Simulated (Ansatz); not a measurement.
VGe in space group P6/mmm (No. 191; V on 3f, Ge on 1a, Ge on 2d) at seven volumes, PBE in the plane-wave PAW code Ansatz, shape and atoms relaxed at each. One row is withheld.

| V (Å³/atom) | P (GPa) |
|---|---|
| 15.077 | 15.68 |
| 15.574 | 9.58 |
| 16.071 | 4.41 |
| 16.568 | 0.00 |
| 17.065 | ? |
| 17.562 | -6.92 |
| 18.059 | -9.61 |

Fit the shown pressures and predict the withheld one.

Third-order Birch–Murnaghan: P = (3/2)B₀(x^(7/2) − x^(5/2))[1 + (3/4)(B′ − 4)(x − 1)] with x = (V₀/V)^(2/3). Least squares on the six rows gives V₀ = 16.569 Å³/atom, B₀ = 134.9 GPa, B′ = 4.41. At V = 17.065, x = 0.9805 and P = -3.73 GPa. The run itself gave -3.74 GPa.

The cell is a constructed one: a structure type filled with these elements; neither database checked (COD, Materials Project) lists it. Whether it is the stable phase at ambient conditions was not checked. The cell was relaxed with PBE under the symmetry of its start; its stability against distortions is not shown here. The workflow began spin-polarised and lost its moments.

Potentials: the later of the program's two PAW sets.
